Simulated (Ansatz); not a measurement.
## Hf$_{3}$AlN$_{4}$: computed properties

Method: Ansatz 0.2.0, DFT PBE, scalar-relativistic, plane waves, PAW.

Plane waves to 420 eV, a k mesh through Γ of 12×12×4 on the computed 8-atom cell and Gaussian smearing (0.10 eV); no spin polarisation.

The structure is relaxed at this level of theory with its symmetry kept, and needn't be the ground state of this composition.

```xyz
8
Lattice="3.1711 0.0000 0.0000 0.0000 3.1711 0.0000 0.0000 0.0000 8.8744" Properties=species:S:1:pos:R:3 pbc="T T T"
Hf    0.0000    0.0000    6.6552
Hf    1.5856    1.5856    0.0000
Hf    0.0000    0.0000    2.2192
Al    1.5856    1.5856    4.4372
N     0.0000    0.0000    0.0000
N     1.5856    1.5856    2.4192
N     0.0000    0.0000    4.4372
N     1.5856    1.5856    6.4552
```

* Space group: P4/mmm (No. 123)
* Volume per atom: 11.15 Å³
* Formation energy from the elements' standard states (uncorrected): -1.426 eV/atom
* Kohn–Sham band gap: none (metal)
* Density of states at the Fermi level: 1.4 states/eV per cell
* Orbital (Löwdin) character within 0.5 eV of the Fermi level: Hf 5d 76 %, N 2p 17 %
* Bader charge by site (e): Hf (2 in the cell) 2.01, Hf (1 in the cell) 1.77, Al (1 in the cell) 2.41, N (1 in the cell) -1.99, N (2 in the cell) -2.02, N (1 in the cell) -2.17

Spin-orbit coupling is left out, which matters for the bands of heavy elements.

The cell was found from a structure generator's guess, not taken from experiment. Löwdin shares on free-atom orbitals overweight diffuse shells.
